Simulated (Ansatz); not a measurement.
## Calculated field gradients at the nuclei for Na8MgMn2O8

The cell is a computed structure from the Materials Project (it need not be an observed phase).

```
Na Mg Mn O
1.0
     5.82904    0.00000    0.00000
    -1.68104    5.59078    0.00000
    -1.61332   -0.64175    7.98193
Na Mg Mn O
8 1 2 8
Direct
  0.49588 0.03511 0.05140
  0.98565 0.49965 0.10044
  0.60144 0.46304 0.31869
  0.24479 0.07264 0.38017
  0.98252 0.10546 0.68039
  0.78227 0.53952 0.71358
  0.41740 0.99435 0.70348
  0.38326 0.52644 0.93126
  0.75229 0.91552 0.36223
  0.17118 0.54513 0.49200
  0.97674 0.99842 0.01569
  0.26052 0.24990 0.12339
  0.73725 0.78061 0.13033
  0.44754 0.78682 0.44216
  0.88725 0.26643 0.40506
  0.98432 0.76956 0.50471
  0.34948 0.37150 0.63565
  0.12422 0.79241 0.91708
  0.78141 0.17932 0.89118
```

Atoms are numbered from 1 in the order listed; like atoms form one site, named after its first atom.

Method: Kohn–Sham DFT in Ansatz, r2SCAN, plane waves and PAW, scalar-relativistic, collinear spin, 500 eV cutoff, Γ-centred 4×4×3 k-points, Fermi–Dirac smearing 0.02 eV. Start moments as typed (μB): 4 on each Mn, none on the rest.

Conventions: |V_zz| ≥ |V_yy| ≥ |V_xx|, η = (V_xx − V_yy)/V_zz, C_Q = eQV_zz/h. ν_Q = 3|C_Q|/[2I(2I − 1)].

²³Na: I = 3/2, Q = 104.0 mb; ²⁵Mg: I = 5/2, Q = 199.4 mb; Mn-55: I = 5/2, Q = 330.0 mb; ¹⁷O: I = 5/2, Q = -25.58 mb. Q values from Pyykkö, Mol. Phys. 116, 1328 (2018).

(1) Give the quadrupolar parameters of the distinct sites.

Results:

(1) 

```json
{"site": "Na1", "atoms (order as listed)": "1", "first shell": "4 O at 2.25–2.34 Å; also 1 O at 3.29 Å", "C_Q (MHz)": "-6.10", "η": "0.78", "ν_Q (MHz)": "3.05"}
{"site": "Na2", "atoms (order as listed)": "2", "first shell": "5 O at 2.37–2.93 Å; also 4 Na at 2.89–3.27 Å", "C_Q (MHz)": "-3.34", "η": "0.33", "ν_Q (MHz)": "1.67"}
{"site": "Na3", "atoms (order as listed)": "3", "first shell": "5 O at 2.29–2.60 Å; also 1 Mg at 2.53 Å, 1 Na at 2.74 Å", "C_Q (MHz)": "-4.88", "η": "0.64", "ν_Q (MHz)": "2.44"}
{"site": "Na4", "atoms (order as listed)": "4", "first shell": "5 O at 2.32–2.68 Å; also 2 Na at 2.73–2.74 Å", "C_Q (MHz)": "4.74", "η": "0.77", "ν_Q (MHz)": "2.37"}
{"site": "Na5", "atoms (order as listed)": "5", "first shell": "5 O at 2.35–2.85 Å; also 1 Mg at 2.73 Å, 3 Na at 2.76–3.17 Å, 2 Mn at 2.82–3.06 Å", "C_Q (MHz)": "-4.22", "η": "0.75", "ν_Q (MHz)": "2.11"}
{"site": "Na6", "atoms (order as listed)": "6", "first shell": "4 O at 2.38–2.58 Å; also 2 O at 3.21–3.29 Å", "C_Q (MHz)": "5.58", "η": "0.72", "ν_Q (MHz)": "2.79"}
{"site": "Na7", "atoms (order as listed)": "7", "first shell": "5 O at 2.31–2.73 Å; also 3 Na at 2.73–2.78 Å", "C_Q (MHz)": "-3.33", "η": "0.41", "ν_Q (MHz)": "1.66"}
{"site": "Na8", "atoms (order as listed)": "8", "first shell": "4 O at 2.34–2.51 Å", "C_Q (MHz)": "-2.07", "η": "0.80", "ν_Q (MHz)": "1.04"}
{"site": "Mg", "atoms (order as listed)": "9", "first shell": "4 O at 1.96–2.01 Å", "C_Q (MHz)": "4.38", "η": "0.19", "ν_Q (MHz)": "0.658"}
{"site": "Mn10", "atoms (order as listed)": "10", "first shell": "4 O at 1.91–1.96 Å", "C_Q (MHz)": "33.6", "η": "0.39", "ν_Q (MHz)": "5.04"}
{"site": "Mn11", "atoms (order as listed)": "11", "first shell": "4 O at 1.91–2.00 Å", "C_Q (MHz)": "-25.6", "η": "0.59", "ν_Q (MHz)": "3.84"}
{"site": "O12", "atoms (order as listed)": "12", "first shell": "1 Mn at 1.91 Å, 5 Na at 2.25–2.44 Å", "C_Q (MHz)": "-3.47", "η": "0.33", "ν_Q (MHz)": "0.520"}
{"site": "O13", "atoms (order as listed)": "13", "first shell": "1 Mn at 2.00 Å, 1 Mg at 2.01 Å, 4 Na at 2.34–2.52 Å", "C_Q (MHz)": "-1.99", "η": "0.78", "ν_Q (MHz)": "0.299"}
{"site": "O14", "atoms (order as listed)": "14", "first shell": "1 Mn at 1.93 Å, 1 Mg at 1.96 Å, 1 Na at 2.32 Å; also 2 Na at 2.50–2.58 Å", "C_Q (MHz)": "-3.07", "η": "0.95", "ν_Q (MHz)": "0.461"}
{"site": "O15", "atoms (order as listed)": "15", "first shell": "1 Mn at 1.96 Å, 1 Mg at 1.97 Å, 1 Na at 2.29 Å; also 4 Na at 2.48–3.21 Å", "C_Q (MHz)": "-3.00", "η": "0.77", "ν_Q (MHz)": "0.450"}
{"site": "O16", "atoms (order as listed)": "16", "first shell": "1 Mn at 1.94 Å, 1 Mg at 2.00 Å, 5 Na at 2.37–2.67 Å", "C_Q (MHz)": "-2.91", "η": "0.60", "ν_Q (MHz)": "0.436"}
{"site": "O17", "atoms (order as listed)": "17", "first shell": "1 Mn at 1.91 Å, 5 Na at 2.35–2.55 Å", "C_Q (MHz)": "3.13", "η": "0.91", "ν_Q (MHz)": "0.470"}
{"site": "O18", "atoms (order as listed)": "18", "first shell": "1 Mn at 1.92 Å, 4 Na at 2.27–2.45 Å; also 1 Na at 2.73 Å", "C_Q (MHz)": "-2.96", "η": "0.50", "ν_Q (MHz)": "0.444"}
{"site": "O19", "atoms (order as listed)": "19", "first shell": "1 Mn at 1.93 Å, 4 Na at 2.30–2.37 Å; also 1 Na at 2.58 Å", "C_Q (MHz)": "-2.57", "η": "0.69", "ν_Q (MHz)": "0.385"}
```

At O16 V_zz points along its one bond to Mn (within 8°).

At this cell the principal stresses reach 5 GPa in size with r2SCAN, which can matter for small gradients. The largest force is 0.6 eV/Å, so the atoms aren't at the calculated equilibrium and relaxing them would move these values. The program didn't check the stability of this electronic state in full, so a lower one may lie near. All moments are parallel here, as the start or the cell imposes; many such compounds order antiparallel, where fields and spin densities carried over to other atoms largely cancel. The magnetic order is the one that the run reached from its start moments, not necessarily the measured one. Where η is near 1 the sign of V_zz means little.

The run took 16 min of wall time (31 min of CPU time) and 2.4 GiB at its peak, on 2 threads of Arm Neoverse N1 (aarch64; 36 cores open to the job, memory cap 5.0 GiB, no GPU), a shared host with a load of 0.9 a core.
